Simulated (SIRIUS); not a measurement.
Consider a self-consistent single point of AlN (P6_3mc, 8 atoms in the cell; from Materials Project mp-661, changed as shown).

```
AlN
1.0
    3.19116     0.00000     0.00000
    0.00000     5.52726     0.00000
    0.00000     0.00000     5.11730
Al N
4 4
Direct
  0.50000   0.16667   0.49929
  0.00000   0.33333   0.99929
  0.00000   0.66667   0.49929
  0.50000   0.83333   0.99929
  0.50000   0.16667   0.88071
  0.00000   0.33333   0.38071
  0.00000   0.66667   0.88071
  0.50000   0.83333   0.38071
```

Computed with LDA (PW92), PseudoDojo 0.4 standard norm-conserving LDA (tails mended) pseudopotentials (plane waves; SIRIUS).

SIRIUS settings:

```
setting                                                                                                       value
--------------------------------------  ---------------------------------------------------------------------------
parameters.ngridk                                                                                             8 4 6
parameters.xc_functionals                                                                   [XC_LDA_X, XC_LDA_C_PW]
parameters.gk_cutoff                                                                                   9.165 1/bohr
parameters.pw_cutoff                                                                                  18.331 1/bohr
parameters.smearing                                                                                        gaussian
parameters.smearing_width                                                                                 0.0001 Ha
potentials                              PseudoDojo 0.4 standard norm-conserving LDA (tails mended) pseudopotentials
parameters.electronic_structure_method                                                              pseudopotential
parameters.num_bands                                                                                             20
parameters.num_mag_dims                                                                                           0
parameters.num_dft_iter                                                                                         100
parameters.energy_tol                                                                                      1e-07 Ha
parameters.density_tol                                                                                        1e-06
mixer.type                                                                                                 anderson
mixer.beta                                                                                                      0.3
mixer.use_hartree                                                                                              true
```

**Question.** Estimate, at this level of theory: gap on the k-point mesh and pressure.

**Answer.** The run gave:

```
Property                      Value
-----------------------  ----------
Gap on the k-point mesh     3.58 eV
Pressure                 -18.18 GPa
```

The gap is read on the k-point mesh of the run and can differ from the gap over the whole zone at this level.

For comparison: a first run was changed to give this one (lattice scaled by 1.02), and from it to this one the free energy rises by 56.1 meV/atom, the pressure goes from -8.97 to -18.18 GPa, the largest force goes from 0.005 to 0.023 eV/Å and the gap on the mesh goes from 4.088 to 3.576 eV.

The structure comes from a collection of computed structures, made at another level of theory; the collection holds predicted forms beside known ones.

Cost on one core: roughly 4 core-minutes.

“Tails mended”: in these copies of the files the far tail of each local potential was reset to the Coulomb form.
